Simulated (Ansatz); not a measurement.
SnGeO3 in space group P4mm (No. 99; Ge on 1b, Sn on 1a, O on 1b, O on 2c) at seven volumes, the program Ansatz at the PBEsol level (PAW), shape and atoms relaxed at each. One row is withheld.

```json
[
 {"V (Å³/atom)": "11.205", "P (GPa)": "9.99"},
 {"V (Å³/atom)": "11.575", "P (GPa)": "?"},
 {"V (Å³/atom)": "11.944", "P (GPa)": "2.77"},
 {"V (Å³/atom)": "12.314", "P (GPa)": "0.00"},
 {"V (Å³/atom)": "12.683", "P (GPa)": "-2.33"},
 {"V (Å³/atom)": "13.052", "P (GPa)": "-4.16"},
 {"V (Å³/atom)": "13.422", "P (GPa)": "-5.60"}
]
```

**Question.** Fit the shown pressures and predict the withheld one.

**Answer.** Third-order Birch–Murnaghan: P = (3/2)B₀(x^(7/2) − x^(5/2))[1 + (3/4)(B′ − 4)(x − 1)] with x = (V₀/V)^(2/3). Least squares on the six rows gives V₀ = 12.312 Å³/atom, B₀ = 82.51 GPa, B′ = 5.37. At V = 11.575, x = 1.0420 and P = 6.01 GPa. The run itself gave 6.08 GPa.

A made-up cell: these elements were put on the sites of a structure type; neither database checked (COD, Materials Project) lists it. Its standing as an ambient phase is unchecked. The PBEsol relaxation kept the symmetry of its start; whether a distortion lowers the energy is not shown. Spin–orbit coupling is left out wherever it is not named.

Potentials: the later of the program's two PAW sets.
